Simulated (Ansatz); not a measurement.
Al$_{2}$Au (fluorite or antifluorite type, Fm-3m), r²SCAN (plane waves, PAW; program Ansatz), all energies at zero smearing, with the estimated change up to a 700 eV cutoff added, with one set of potentials and settings (totals compare only within such a set). Cell of 3 atoms (2 Al, 1 Au): -14245.781 eV.

| element | reference phase | E (eV/atom) |
|---|---|---|
| Al | Fm-3m, 1 atoms in the cell | -540.4083 |
| Au | Fm-3m, 1 atoms in the cell | -13163.5078 |

Formation energy per atom, worked out: (-14245.781 − 2×(-540.4083) − 1×(-13163.5078))/3 = -0.485 eV/atom (-47 kJ per mol of atoms), at 0 K, without zero-point energy or fitted corrections.

The cell was relaxed with r²SCAN under the symmetry of its start. The references are the lowest solids computed at this level, not always the standard phases. Scalar-relativistic: spin–orbit coupling is off unless named, which matters more the heavier the elements.

Potentials: the later of the program's two PAW sets.
